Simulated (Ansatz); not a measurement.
WO3:
```
WO3
1.0
    7.51526     0.00000     0.00000
    0.00000     3.77428     0.00000
    0.00000     0.00000     3.91442
W O
2 6
Direct
  0.75000   0.00000   0.06456
  0.25000   0.00000   0.93544
  0.25000   0.50000   0.98736
  0.75000   0.50000   0.01264
  0.75000   0.00000   0.51406
  0.25000   0.00000   0.48594
  0.50000   0.00000   0.00000
  0.00000   0.00000   0.00000
```

Relaxed with PBEsol. Independent-particle spectrum: no excitons, no local fields, no scissors shift; 0.1 eV broadening; ε₁ of the summed bands alone.

**Question.** Tabulate the dielectric function from PBEsol (plane waves, PAW; program Ansatz).

**Answer.** 

| E (eV) | ε₁ xx | ε₂ xx | ε₁ yy | ε₂ yy | ε₁ zz | ε₂ zz |
|---|---|---|---|---|---|---|
| 0.0 | 7.75 | 0.00 | 7.82 | 0.00 | 5.78 | 0.00 |
| 0.4 | 7.85 | 0.00 | 7.92 | 0.00 | 5.81 | 0.00 |
| 0.8 | 8.20 | 0.00 | 8.29 | 0.01 | 5.89 | 0.00 |
| 1.2 | 9.00 | 0.00 | 9.01 | 0.08 | 6.05 | 0.00 |
| 1.6 | 12.07 | 0.40 | 11.55 | 0.30 | 6.30 | 0.00 |
| 2.0 | 8.77 | 5.40 | 9.04 | 5.73 | 6.69 | 0.01 |
| 2.4 | 8.15 | 4.20 | 7.60 | 4.66 | 7.32 | 0.02 |
| 2.8 | 10.48 | 6.91 | 7.92 | 4.11 | 8.66 | 0.10 |
| 3.2 | 6.12 | 8.19 | 10.50 | 4.91 | 9.69 | 3.00 |
| 3.6 | 4.80 | 7.53 | 7.54 | 11.48 | 9.02 | 4.67 |
| 4.0 | 4.00 | 7.65 | 3.79 | 9.71 | 9.27 | 5.71 |
| 4.4 | 2.85 | 7.42 | 2.70 | 8.76 | 6.98 | 10.68 |
| 4.8 | 2.09 | 7.72 | 1.65 | 8.99 | 3.71 | 8.77 |
| 5.2 | -0.96 | 9.62 | -2.27 | 11.18 | 1.93 | 8.62 |
| 5.6 | -3.59 | 3.75 | -3.87 | 3.69 | -1.50 | 6.53 |
| 6.0 | -1.58 | 1.04 | -2.18 | 2.36 | -1.09 | 4.21 |
| 6.4 | 0.55 | 0.38 | -0.93 | 1.10 | -0.07 | 2.37 |
| 6.8 | 2.56 | 1.31 | 0.32 | 1.06 | 1.41 | 2.22 |
| 7.2 | 1.95 | 2.16 | 0.88 | 1.01 | 2.25 | 2.39 |
| 7.6 | 1.88 | 1.81 | 1.52 | 1.06 | 1.84 | 3.05 |
| 8.0 | 2.62 | 2.08 | 2.17 | 1.32 | 2.96 | 3.33 |
| 8.4 | 3.45 | 3.39 | 2.54 | 2.02 | 2.81 | 3.64 |
| 8.8 | 2.08 | 4.54 | 2.68 | 2.79 | 2.77 | 6.39 |
| 9.2 | 0.35 | 5.13 | 2.33 | 3.90 | -0.94 | 5.57 |
| 9.6 | -0.41 | 3.63 | 0.54 | 3.56 | -1.23 | 3.83 |
| 10.0 | -0.52 | 2.86 | 0.48 | 3.12 | -1.03 | 2.89 |
| 10.4 | -0.43 | 2.30 | 0.08 | 2.81 | -0.79 | 2.44 |
| 10.8 | -0.31 | 1.91 | 0.24 | 2.45 | -0.66 | 2.02 |
| 11.2 | -0.07 | 1.66 | -0.06 | 2.70 | -0.45 | 1.67 |
| 11.6 | 0.08 | 1.43 | -0.36 | 1.71 | -0.21 | 1.34 |
| 12.0 | 0.32 | 1.30 | 0.04 | 1.31 | 0.15 | 1.11 |

With all bands, ε∞ without local fields is 7.97 (xx), 8.04 (yy), 5.99 (zz).

Space group Pmma. The workflow started from a Materials Project entry (that database holds measured and hypothetical structures alike); the Crystallography Open Database copy checked does not list it. COD files the formula under space group No. 2, 14, 62, 129, 130, 191, so this cell is another polymorph or a model. Whether it is the stable phase at ambient conditions was not checked. The cell was relaxed with PBEsol under the symmetry of its start. At this level the phase is dynamically unstable (imaginary phonons). The run is not spin-polarised. No Hubbard U is applied. Scalar-relativistic: spin–orbit coupling is off unless named, which matters more the heavier the elements.

Potentials: the later of the program's two PAW sets.
